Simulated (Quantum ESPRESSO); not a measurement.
## Al2Ir3WAu2 (one run as intended and one with a planted mistake)

Computed values, not a measurement. The program is pw.x of Quantum ESPRESSO 7.5 (plane-wave density functional theory). The cell is made up: eight metal atoms on a hexagonal close-packed lattice, with elements, volume, strain and displacements drawn at random and not relaxed, so it may be unstable or far from any real phase. PseudoDojo standard norm-conserving files set the functional (PBE unless stated); there is no spin polarisation or spin-orbit coupling, the Fermi-Dirac width of 0.25 eV means electrons at about 2900 K, and the masses in the input are unused placeholders. The tin pseudopotential is less sure than most, with forces differing by about three percent from a second method on plain tin. Heavy elements are run without spin-orbit coupling, which real alloys of them have. A spin test at this wide smearing found no moment, but such smearing suppresses magnetism that the real alloy may have.

Intended input:

```
&control calculation='scf', pseudo_dir='./dojo.nc.sr.pbe.v0_5.standard.upf', outdir='./o', disk_io='minimal', tprnfor=.true., tstress=.true. /
&system ibrav=0, nat=8, ntyp=4, nbnd=68, ecutwfc=75.99759826, nosym=.true., tot_charge=0,
 occupations='smearing', smearing='fd', degauss=0.0183746611
/
&electrons conv_thr=1.470e-08, electron_maxstep=70, mixing_beta=0.5 /
ATOMIC_SPECIES
Al 1.0 Al.upf
Au 1.0 Au.upf
Ir 1.0 Ir.upf
W 1.0 W.upf
CELL_PARAMETERS angstrom
0.0606 0.0041 4.6051
5.4701 -0.0424 0.0737
-2.7717 4.7261 -0.0326
ATOMIC_POSITIONS angstrom
Al -0.0631 -0.1695 -0.0293
Ir -1.3185 2.3925 0.018
Al 2.6214 0.0232 -0.1484
W 1.507 2.2626 -0.2631
Au 0.0719 1.7084 2.3612
Ir -1.3775 3.9246 2.1085
Au 2.7788 1.4934 2.2646
Ir 1.3831 3.8512 2.2365
K_POINTS automatic
5 5 5 1 1 1
```

The log is shortened where brackets say so; the opening notice, blank lines, dates and the lines on written files are dropped, and the path of the files is cut. It prints rydbergs, bohrs and kilobars, and counts compression as positive stress. Its total energy is the free energy E - TS of the whole cell.

Log of the intended run:

```
     Program PWSCF v.7.5
     Parallel version (MPI & OpenMP), running on       4 processor cores
     Number of MPI processes:                 4
     Threads/MPI process:                     1
     [start-up lines left out]
     bravais-lattice index     =            0
     lattice parameter (alat)  =       8.7031  a.u.
     unit-cell volume          =     799.6090 (a.u.)^3
     number of atoms/cell      =            8
     number of atomic types    =            4
     number of electrons       =       109.00
     number of Kohn-Sham states=           68
     kinetic-energy cutoff     =      75.9976  Ry
     charge density cutoff     =     303.9904  Ry
     scf convergence threshold =      1.5E-08
     mixing beta               =       0.5000
     number of iterations used =            8  plain     mixing
     Exchange-correlation= PBE
                           (   1   4   3   4   0   0   0)
     [axes and pseudopotential details left out]
   Cartesian axes
     site n.     atom                  positions (alat units)
         1        Al     tau(   1) = (  -0.0137010  -0.0368038  -0.0063620  )
         2        Ir     tau(   2) = (  -0.2862881   0.5194875   0.0039084  )
         3        Al     tau(   3) = (   0.5691889   0.0050375  -0.0322223  )
         4        W      tau(   4) = (   0.3272174   0.4912821  -0.0571273  )
         5        Au     tau(   5) = (   0.0156118   0.3709477   0.5126913  )
         6        Ir     tau(   6) = (  -0.2990989   0.8521549   0.4578221  )
         7        Au     tau(   7) = (   0.6033655   0.3242644   0.4917164  )
         8        Ir     tau(   8) = (   0.3003148   0.8362175   0.4856150  )
     number of k points=    63  Fermi-Dirac smearing, width (Ry)=  0.0184
                       cart. coord. in units 2pi/alat
        k(    1) = (   0.0840058   0.1473961   0.0987720), wk =   0.0320000
        k(    2) = (   0.0855260   0.3431828   0.0985777), wk =   0.0320000
     [further k points left out]
     Dense  grid:    71549 G-vectors     FFT dimensions: (  50,  60,  60)
     Estimated max dynamical RAM per process >     287.31 MB
     Estimated total dynamical RAM >       1.07 GB
     Initial potential from superposition of free atoms
     starting charge     108.9939, renormalised to     109.0000
     Starting wfcs are   68 randomized atomic wfcs
     total cpu time spent up to now is        3.4 secs
     per-process dynamical memory:   227.9 Mb
     Self-consistent Calculation
     iteration #  1     ecut=    76.00 Ry     beta= 0.50
     Davidson diagonalization with overlap
     ethr =  1.00E-02,  avg # of iterations =  5.5
     total cpu time spent up to now is       12.4 secs
     total energy              =   -1442.71065068 Ry
     estimated scf accuracy    <       3.43384731 Ry
     iteration #  2     ecut=    76.00 Ry     beta= 0.50
     Davidson diagonalization with overlap
     ethr =  3.15E-03,  avg # of iterations =  2.3
     total cpu time spent up to now is       20.3 secs
     total energy              =   -1443.87478157 Ry
     estimated scf accuracy    <       6.91760426 Ry
     [iterations 3 to 13 left out]
     iteration # 14     ecut=    76.00 Ry     beta= 0.50
     Davidson diagonalization with overlap
     ethr =  3.61E-11,  avg # of iterations =  2.0
     total cpu time spent up to now is      106.8 secs
     total energy              =   -1444.65843794 Ry
     estimated scf accuracy    <       0.00000003 Ry
     iteration # 15     ecut=    76.00 Ry     beta= 0.50
     Davidson diagonalization with overlap
     ethr =  2.85E-11,  avg # of iterations =  1.9
     total cpu time spent up to now is      113.5 secs
     End of self-consistent calculation
     [lines on levels left out]
!    total energy              =   -1444.65843794 Ry
     estimated scf accuracy    <          7.7E-09 Ry
     smearing contrib. (-TS)   =      -0.08796770 Ry
     internal energy E=F+TS    =   -1444.57047024 Ry
     The total energy is F=E-TS. E is the sum of the following terms:
     one-electron contribution =    -479.89295179 Ry
     hartree contribution      =     302.72113478 Ry
     xc contribution           =    -273.43759345 Ry
     ewald contribution        =    -993.96105978 Ry
     convergence has been achieved in  15 iterations
     Forces acting on atoms (cartesian axes, Ry/au):
     atom    1 type  1   force =     0.02022538    0.05770583   -0.00292506
     atom    2 type  3   force =     0.00452609   -0.02905079   -0.03712229
     atom    3 type  1   force =     0.04453835   -0.07980065    0.01677897
     atom    4 type  4   force =    -0.07475054    0.07478649    0.15380951
     atom    5 type  2   force =    -0.06111741   -0.11237555   -0.07391192
     atom    6 type  3   force =    -0.01266553    0.04262236    0.01255340
     atom    7 type  2   force =     0.04316681   -0.01568237   -0.06362378
     atom    8 type  3   force =     0.03607685    0.06179468   -0.00555883
     Total force =     0.291086     Total SCF correction =     0.000307
     Computing stress (Cartesian axis) and pressure
          total   stress  (Ry/bohr**3)                   (kbar)     P=      184.07
   0.00164556   0.00019303  -0.00008349          242.07       28.40      -12.28
   0.00019303   0.00137108   0.00017139           28.40      201.69       25.21
  -0.00008349   0.00017139   0.00073725          -12.28       25.21      108.45
     init_run     :      3.25s CPU      3.36s WALL (       1 calls)
     electrons    :    108.25s CPU    110.06s WALL (       1 calls)
     forces       :      1.46s CPU      1.47s WALL (       1 calls)
     stress       :      5.01s CPU      5.01s WALL (       1 calls)
     [timing details left out]
     PWSCF        :   1m58.06s CPU   2m 0.01s WALL
     JOB DONE.
```

A second run has one planted mistake: one atom is of a wrong element. The input lines that differ:

```
- &system ibrav=0, nat=8, ntyp=4, nbnd=68, ecutwfc=75.99759826, nosym=.true., tot_charge=0,
+ &system ibrav=0, nat=8, ntyp=5, nbnd=66, ecutwfc=75.99759826, nosym=.true., tot_charge=0,
+ Sn 1.0 Sn.upf
- Ir 1.3831 3.8512 2.2365
+ Sn 1.3831 3.8512 2.2365
```

Its log:

```
     Program PWSCF v.7.5
     Parallel version (MPI & OpenMP), running on       4 processor cores
     Number of MPI processes:                 4
     Threads/MPI process:                     1
     [start-up lines left out]
     bravais-lattice index     =            0
     lattice parameter (alat)  =       8.7031  a.u.
     unit-cell volume          =     799.6090 (a.u.)^3
     number of atoms/cell      =            8
     number of atomic types    =            5
     number of electrons       =       106.00
     number of Kohn-Sham states=           66
     kinetic-energy cutoff     =      75.9976  Ry
     charge density cutoff     =     303.9904  Ry
     scf convergence threshold =      1.5E-08
     mixing beta               =       0.5000
     number of iterations used =            8  plain     mixing
     Exchange-correlation= PBE
                           (   1   4   3   4   0   0   0)
     [axes and pseudopotential details left out]
   Cartesian axes
     site n.     atom                  positions (alat units)
         1        Al     tau(   1) = (  -0.0137010  -0.0368038  -0.0063620  )
         2        Ir     tau(   2) = (  -0.2862881   0.5194875   0.0039084  )
         3        Al     tau(   3) = (   0.5691889   0.0050375  -0.0322223  )
         4        W      tau(   4) = (   0.3272174   0.4912821  -0.0571273  )
         5        Au     tau(   5) = (   0.0156118   0.3709477   0.5126913  )
         6        Ir     tau(   6) = (  -0.2990989   0.8521549   0.4578221  )
         7        Au     tau(   7) = (   0.6033655   0.3242644   0.4917164  )
         8        Sn     tau(   8) = (   0.3003148   0.8362175   0.4856150  )
     number of k points=    63  Fermi-Dirac smearing, width (Ry)=  0.0184
                       cart. coord. in units 2pi/alat
        k(    1) = (   0.0840058   0.1473961   0.0987720), wk =   0.0320000
        k(    2) = (   0.0855260   0.3431828   0.0985777), wk =   0.0320000
     [further k points left out]
     Dense  grid:    71549 G-vectors     FFT dimensions: (  50,  60,  60)
     Estimated max dynamical RAM per process >     285.13 MB
     Estimated total dynamical RAM >       1.06 GB
     Initial potential from superposition of free atoms
     starting charge     105.9925, renormalised to     106.0000
     Starting wfcs are   67 randomized atomic wfcs
     total cpu time spent up to now is        3.4 secs
     per-process dynamical memory:   223.0 Mb
     Self-consistent Calculation
     iteration #  1     ecut=    76.00 Ry     beta= 0.50
     Davidson diagonalization with overlap
     ethr =  1.00E-02,  avg # of iterations =  5.7
     total cpu time spent up to now is       11.7 secs
     total energy              =   -1370.14837122 Ry
     estimated scf accuracy    <       3.01289493 Ry
     iteration #  2     ecut=    76.00 Ry     beta= 0.50
     Davidson diagonalization with overlap
     ethr =  2.84E-03,  avg # of iterations =  2.2
     total cpu time spent up to now is       19.0 secs
     total energy              =   -1371.00476207 Ry
     estimated scf accuracy    <       6.65210179 Ry
     [iterations 3 to 11 left out]
     iteration # 12     ecut=    76.00 Ry     beta= 0.50
     Davidson diagonalization with overlap
     ethr =  1.66E-09,  avg # of iterations =  2.1
     total cpu time spent up to now is       84.6 secs
     total energy              =   -1371.82433555 Ry
     estimated scf accuracy    <       0.00000007 Ry
     iteration # 13     ecut=    76.00 Ry     beta= 0.50
     Davidson diagonalization with overlap
     ethr =  6.89E-11,  avg # of iterations =  3.7
     total cpu time spent up to now is       92.7 secs
     End of self-consistent calculation
     [lines on levels left out]
!    total energy              =   -1371.82433557 Ry
     estimated scf accuracy    <          3.5E-09 Ry
     smearing contrib. (-TS)   =      -0.07432296 Ry
     internal energy E=F+TS    =   -1371.75001261 Ry
     The total energy is F=E-TS. E is the sum of the following terms:
     one-electron contribution =    -448.59500949 Ry
     hartree contribution      =     291.59632151 Ry
     xc contribution           =    -274.32823115 Ry
     ewald contribution        =    -940.42309349 Ry
     convergence has been achieved in  13 iterations
     Forces acting on atoms (cartesian axes, Ry/au):
     atom    1 type  1   force =     0.05685240    0.06946584   -0.01013201
     atom    2 type  3   force =     0.01660164   -0.04671033   -0.05815226
     atom    3 type  1   force =     0.01280308   -0.06050026    0.03577163
     atom    4 type  5   force =    -0.07621795    0.04146481    0.19744390
     atom    5 type  2   force =    -0.06063343   -0.10812018   -0.07824502
     atom    6 type  3   force =    -0.02247984    0.05582873    0.03185263
     atom    7 type  2   force =     0.05555070   -0.02393343   -0.06315720
     atom    8 type  4   force =     0.01752340    0.07250481   -0.05538166
     Total force =     0.328664     Total SCF correction =     0.000356
     Computing stress (Cartesian axis) and pressure
          total   stress  (Ry/bohr**3)                   (kbar)     P=      319.57
   0.00227232   0.00008764  -0.00010657          334.27       12.89      -15.68
   0.00008764   0.00210338   0.00012993           12.89      309.42       19.11
  -0.00010657   0.00012993   0.00214143          -15.68       19.11      315.02
     init_run     :      3.19s CPU      3.30s WALL (       1 calls)
     electrons    :     87.75s CPU     89.28s WALL (       1 calls)
     forces       :      1.33s CPU      1.33s WALL (       1 calls)
     stress       :      4.59s CPU      4.60s WALL (       1 calls)
     [timing details left out]
     PWSCF        :   1m37.01s CPU   1m38.66s WALL
     JOB DONE.
```

|  | intended run | run with the mistake |
| --- | --- | --- |
| free energy (eV) | -19655.579 | -18664.621 |
| entropy term -TS, part of it (eV) | -1.197 | -1.011 |
| pressure (GPa) | 18.41 | 31.96 |
| size of the largest force component (eV/Å) | 3.955 | 5.076 |
| largest change of a force component (eV/Å) |  | 1.281 |
| iterations | 15 | 13 |

For scale, a rerun of the intended cell at a higher cutoff and on a denser mesh moved values by no more than 0.003 eV in energy, 0.09 GPa in stress and 0.007 eV/Å in force, and a second program with other atomic files agreed on that cell to 2 % rms in force and 0.5 GPa in pressure. Files of another functional or element have another zero of energy, so the energy change says nothing on stability. The number of bands, nbnd, was set by rule from the electron count, so it follows the mistake.